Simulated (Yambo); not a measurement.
```
CELL_PARAMETERS angstrom
      3.54331     0.00000     0.00000
     -1.77166     3.06860     0.00000
      0.00000     0.00000     4.58517
ATOMIC_POSITIONS crystal
  H  0.66667 0.33333 0.54792
  H  0.33333 0.66667 0.45208
  O  0.66667 0.33333 0.75929
  O  0.33333 0.66667 0.24071
  Cd 0.00000 0.00000 0.00000
```

CdO2H2 (space group P-3m1, No. 164): mean Im ε in 1 eV windows above the direct gap of 3.75 eV, for different electron-hole kernels (Yambo, broadening 0.15 eV, norm-conserving PBEsol (Quantum ESPRESSO, 102 Ry, with spin-orbit coupling) bands; 6×6×4 mesh, 14 valence and 4 conduction bands, static screening with 70 bands and a 3 Ry block, scissor 1.81 eV, Tamm-Dancoff; field along x).

| window (eV) | independent quasiparticles | RPA (no attraction) | BSE |
|---|---|---|---|
| 3.7 to 4.7 | 1.0 | 0.9 | 3.1 |
| 4.7 to 5.7 | 1.5 | 1.4 | 2.8 |
| 5.7 to 6.7 | 1.8 | 1.5 | 2.6 |
| 6.7 to 7.7 | 2.2 | 2.1 | 3.0 |
| 7.7 to 8.7 | 2.9 | 2.6 | 1.7 |

This run doesn't resolve bound excitons or single peaks, so only averages are given, and they too depend on the mesh; weight that the attraction moves below the gap isn't listed. All transitions below 9.12 eV are in the band window. The scissor comes from a G0W0 run whose convergence isn't established.

Geometry relaxed with PBE+D3(BJ).

The structure is a Materials Project entry; no match was found in the copy of COD used, and its stability was not checked.
